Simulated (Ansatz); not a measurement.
A distorted cell of Be (hcp, Mg type):

```
Be
1.0
    4.52630     0.00000     0.00000
   -1.13157     1.95994     0.00000
    0.00000     0.00000     3.56313
Be
4
Direct
  0.16667   0.65194   0.75000
  0.66667   0.68139   0.75000
  0.33333   0.31861   0.25000
  0.83333   0.34806   0.25000
```

Method: r2SCAN (plane waves to 500 eV, PAW, scalar-relativistic; Ansatz, a first-principles code). k mesh 23×23×13 (Γ-centred), Fermi-Dirac smearing 0.05 eV. Stress and pressure are positive under compression. With partly filled bands, energies and forces of such displacements shift with the k mesh and the smearing. Be was relaxed with its symmetry unable to fall. The PAW data are Ansatz's earlier set.

Question: Predict the force on every atom, in eV/Å.

Answer: 
```tsv
atom	Fx	Fy	Fz
Be1	-0.100	0.159	0.000
Be2	0.088	-0.166	0.000
Be3	-0.088	0.166	0.000
Be4	0.100	-0.159	0.000
```

(A displaced cell: forces are minus the slopes of the energy, force constants its curvatures, and phonons follow from these.)
